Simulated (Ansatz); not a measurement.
## YRe₃ (AuCu3-type structure)

Method: PBE, scalar-relativistic; no spin polarisation; PAW, 420 eV, Γ-centred 8×8×8 mesh, 0.05 eV Gaussian smearing; code Ansatz. The datasets are Ansatz's generated set soft_2.

```cif
data_structure
_symmetry_space_group_name_H-M 'Pm-3m'
_symmetry_Int_Tables_number 221
_cell_length_a 4.1144
_cell_length_b 4.1144
_cell_length_c 4.1144
_cell_angle_alpha 90.000
_cell_angle_beta 90.000
_cell_angle_gamma 90.000
_cell_volume 69.65
loop_
_atom_site_label
_atom_site_type_symbol
_atom_site_symmetry_multiplicity
_atom_site_Wyckoff_symbol
_atom_site_fract_x
_atom_site_fract_y
_atom_site_fract_z
_atom_site_occupancy
Y1 Y 1 a 0.00000 0.00000 0.00000 1
Re1 Re 3 c 0.00000 0.50000 0.50000 1
```

This is a trial structure made by placing the elements on a prototype's sites, so it needn't be the stable form.

Which orbitals carry the states at the Fermi level, and how many states are there?

Within 0.1 eV of it: Re 5d 83 %, Y 4d 12 % (shares among the projected shells). The density of states at the Fermi level is about 5.2 states/eV per cell, averaged over 0.3 eV.

Density of states (tetrahedra, averaged over 0.5 eV; states/eV per cell of 4 atoms; energy in eV from the Fermi level; projections on Löwdin-orthogonalised atomic orbitals, summed over sites):

```
    E  total  Re 5d  Y 4d  Re 6s  Y 5s  Y 4p
-7.60   0.15   0.01  0.00   0.10  0.03  0.00
-7.10   0.27   0.01  0.00   0.17  0.05  0.00
-6.60   0.39   0.03  0.01   0.25  0.07  0.01
-6.10   0.56   0.07  0.02   0.36  0.07  0.01
-5.60   0.95   0.19  0.05   0.58  0.07  0.02
-5.10   1.61   0.62  0.23   0.66  0.03  0.02
-4.60   2.07   1.10  0.37   0.46  0.08  0.02
-4.10   4.32   2.56  0.67   0.77  0.20  0.04
-3.60   4.66   3.62  0.50   0.32  0.13  0.03
-3.10   4.80   4.07  0.37   0.10  0.14  0.03
-2.60   4.33   3.64  0.39   0.08  0.07  0.03
-2.10   3.66   3.08  0.31   0.11  0.02  0.02
-1.60   5.40   4.46  0.46   0.25  0.03  0.06
-1.10   4.59   3.64  0.37   0.29  0.05  0.05
-0.60   6.09   4.78  0.74   0.27  0.07  0.04
-0.10   5.67   4.62  0.63   0.15  0.06  0.02
 0.40   5.46   4.38  0.61   0.13  0.10  0.01
 0.90   4.91   3.71  0.55   0.15  0.22  0.01
 1.40   2.80   2.21  0.23   0.07  0.10  0.00
 1.90   1.55   1.28  0.10   0.04  0.03  0.00
 2.40   1.18   1.01  0.07   0.02  0.01  0.00
 2.90   1.79   1.58  0.12   0.02  0.00  0.00
 3.40   0.94   0.76  0.14   0.01  0.00  0.00
 3.90   2.30   0.96  0.84   0.24  0.01  0.00
 4.40   4.89   1.94  2.24   0.36  0.00  0.00
 4.90   5.63   2.18  2.53   0.57  0.08  0.00
 5.40   2.81   0.87  1.42   0.30  0.05  0.00
 5.90   1.51   0.31  0.88   0.09  0.06  0.00
```

No spin–orbit coupling, a notable omission for heavy elements. A displaced or strained copy of the relaxed cell lay 18.9 meV/atom lower, so the structure isn't a true minimum at this level.
